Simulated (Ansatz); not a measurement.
HfZrS₄ (P2/m) at 2 levels of theory

One geometry, relaxed with PBE; plane waves with PAW potentials in Ansatz, scalar-relativistic. No spin polarisation. Gaps are the least over mesh and band path; pressure is positive in compression.

```
Zr Hf S
1.0
     6.35224    0.00000    0.00139
     0.00000    3.66869    0.00000
     0.00102    0.00000    6.78709
Zr Hf S
1 1 4
Direct
  0.50000 0.50000 0.00000
  0.00000 0.00000 0.00000
  0.83551 0.50000 0.21305
  0.33098 0.00000 0.21350
  0.66902 0.00000 0.78650
  0.16449 0.50000 0.78695
```

```json
{"level": "PBE", "cutoff (eV)": "420", "k mesh": "4×8×4", "gap (eV)": "1.14", "pressure (GPa)": "0.0"}
```

Problem. What comes out on the same cell with LDA?

Solution.
```csv
level,cutoff (eV),k mesh,gap (eV),pressure (GPa)
LDA,420,4×8×4,1.00,-4.5
```

Spin-orbit coupling matters for the bands of heavy elements and is left out. The cell holds layers, chains or molecules and no dispersion correction was added, so their binding is poorly described.

It was reached by relaxing an invented guess, and it needn't be the stable form of this composition.
